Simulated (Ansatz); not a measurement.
## PrAlF: computed properties

Computed with Ansatz 0.2.0, DFT PBE, scalar-relativistic, plane waves, PAW, and for the lanthanide a 4f-in-core norm-conserving potential.

Settings: cutoff 660 eV, Γ-centred mesh 12×12×4 on the computed 6-atom cell, Gaussian smearing of 0.10 eV; no spin polarisation.

The structure is relaxed at this level of theory with its symmetry kept, and needn't be the ground state of this composition.

Space group P4/nmm (No. 129), tetragonal, a = 3.452 Å, c = 9.555 Å. Around Pr lie 1 F at 2.54 Å, 4 F at 2.72 Å, 4 Al at 3.31 Å, 4 Pr at 3.45 Å, 1 Al at 3.58 Å, 4 F at 4.28 Å and 4 Pr at 4.47 Å; Al has 4 Al at 2.79 Å, 4 Pr at 3.31 Å, 1 F at 3.44 Å, 4 Al at 3.45 Å and 1 Pr at 3.58 Å; F has 1 Pr at 2.54 Å, 4 Pr at 2.72 Å, 4 F at 2.78 Å, 1 Al at 3.44 Å and 4 F at 3.45 Å.

```json
{
 "Volume per atom": "18.97 Å³",
 "Kohn–Sham band gap": "none (metal)",
 "Density of states at the Fermi level": "4.4 states/eV per cell"
}
```

Spin-orbit coupling is left out, which matters for the bands of heavy elements.

The cell was found from a structure generator's guess, not taken from experiment.

The lanthanide is trivalent by construction, without f bands, f moments or other valences.
